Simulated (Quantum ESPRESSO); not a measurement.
Simulation results for AlInGa₂P₄ (made-up cell)

All values are calculated (Quantum ESPRESSO 7.5). Calculation on a made-up crystal cell, not a measurement: periodic Kohn-Sham density functional theory in plane waves with PseudoDojo standard norm-conserving scalar-relativistic pseudopotentials, each functional with its own files (v0.5 for PBE, v0.4.1 for LDA and PBEsol), no spin polarisation, no spin-orbit coupling, atoms not relaxed, stress positive in tension, energies less a fixed whole-eV offset for each atom's element; levels are Kohn-Sham levels at fractions of this cell's reciprocal vectors, counted from the reference band (half the neutral cell's valence electrons, rounded up) at Gamma; error bars cover cutoff and k-mesh only, not smearing or the files; added strain carries the atoms with the cell, and shear is the tensor component; each bar is the largest change over components, and at least 0.002 eV, 0.002 eV per angstrom or 0.02 GPa; energies are for the whole cell, and the offsets were chosen from early runs and are not element reference energies.

Entry: AlInGa₂P₄ (made-up cell)

```
cell vectors (Å)
   5.5562     0.0583    -0.0066
   0.0583     5.5696    -0.0478
  -0.0066    -0.0478     5.4406
atoms (fractions of the cell vectors)
Ga -0.00039 -0.01131 -0.00435
In  0.00899  0.48895  0.52504
Al  0.51263  0.01286  0.49228
Ga  0.49053  0.49278  0.01636
P   0.25088  0.27013  0.24302
P   0.24073  0.75499  0.74986
P   0.76375  0.25442  0.76624
P   0.74954  0.76036  0.27848
```

It was run with lattice type zincblende/diamond, functional pbe, cutoff 1088 eV, fermi dirac smearing 0.025 eV, scf tolerance 1e-07 eV, electrons removed 0 and k mesh 4 x 4 x 4, shifted by half a step.

It finds free energy less offsets -0.9417 eV; smearing term minus ts 0 eV; scf iterations 10; pressure 6.809 GPa; stress xx -6.454 GPa; stress yy -6.621 GPa; stress zz -7.353 GPa; stress yz -2.303 GPa; stress xz 2.991 GPa; stress xy 0.7733 GPa; error bar energy 0.00768 eV; error bar stress 0.02 GPa; error bar force 0.002 eV/Å; error bars from tighter rerun of a related cell.

Atoms:
```tsv
atoms element	atom site	atom energy offset (eV)
Ga	1	-2080
In	2	-1808
Al	3	-64
Ga	4	-2080
P	5	-189
P	6	-189
P	7	-189
P	8	-189
```

Forces:
```tsv
site	x (eV/Å)	y (eV/Å)	z (eV/Å)
1	-0.2495	0.3423	1.153
2	-0.782	0.5016	-0.953
3	-1.149	0.7295	1.07
4	1.005	1.496	-0.7037
5	0.5343	-2.66	-0.4047
6	2.838	1.393	0.9675
7	-2.222	-1.383	0.905
8	0.02586	-0.4202	-2.035
```
